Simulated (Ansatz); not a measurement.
ReW:
```
CELL_PARAMETERS angstrom
      2.82876     0.00000     0.00000
      0.00000     2.82876     0.00000
      0.00000     0.00000     3.91713
ATOMIC_POSITIONS crystal
  W  0.50000 0.50000 0.50000
  Re 0.00000 0.00000 0.00000
```

Relaxed with PBE. Special points in fractions of this cell's reciprocal vectors: Γ (0.000, 0.000, 0.000); X (0.000, 0.500, 0.000); M (0.500, 0.500, 0.000); Z (0.000, 0.000, 0.500); R (0.000, 0.500, 0.500); A (0.500, 0.500, 0.500).

Problem. List the band energies nearest the Fermi level at these points for PBE with spin–orbit coupling in the plane-wave PAW code Ansatz.

Solution. In eV from the Fermi level; about four levels below and three above (degenerate sets whole), none deeper than 8.9 eV; points with the same levels are listed once.

```json
[
 {"k": "Γ", "below": "-1.36 -1.36 -0.82 -0.82", "above": "1.66 1.66 2.20 2.20"},
 {"k": "X", "below": "-2.17 -2.17 -0.24 -0.24", "above": "0.69 0.69 1.06 1.06"},
 {"k": "M", "below": "-5.18 -5.18 -5.14 -5.14", "above": "2.48 2.48 2.57 2.57"},
 {"k": "Z", "below": "-1.06 -1.06 -0.23 -0.23", "above": "0.37 0.37 0.64 0.64"},
 {"k": "R", "below": "-1.26 -1.26 -0.84 -0.84", "above": "0.23 0.23 0.40 0.40"},
 {"k": "A", "below": "-2.57 -2.57 -2.29 -2.29", "above": "0.38 0.38 1.40 1.40"}
]
```

Space group P4/mmm (L1₀ or tetragonal B2). A made-up cell: these elements were put on the sites of a structure type; neither database checked (COD, Materials Project) lists it. Whether it is the stable phase at ambient conditions was not checked. Symmetry was held in the PBE relaxation; its stability against distortions is not shown here. The run is not spin-polarised.

Potentials: the earlier of the program's two PAW sets.
